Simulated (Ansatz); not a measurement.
According to DFT-r²SCAN in the program Ansatz with PAW potentials, Cu in the diamond structure (Fd-3m) relaxes to a = 5.252 Å. Cu has 4 nearest neighbours from 2.27 Å (tetrahedral).

Electronic character: metallic (no gap).

The bulk modulus is 65.2 GPa. The relaxed-ion elastic constants in GPa are C11 = 48.9, C12 = 73.6, C44 = -31.5.

The start of the workflow was typed in or built on a structure type; neither database checked (COD, Materials Project) lists it. It is not the phase usual at ambient conditions (space group No. 225). Symmetry was held in the r²SCAN relaxation. At this level the phase is mechanically unstable. The run is not spin-polarised. As this level gives no gap, shear constants depend on the k-mesh and smearing (Fermi–Dirac, 0.1 eV here).

Potentials: the later of the program's two PAW sets.
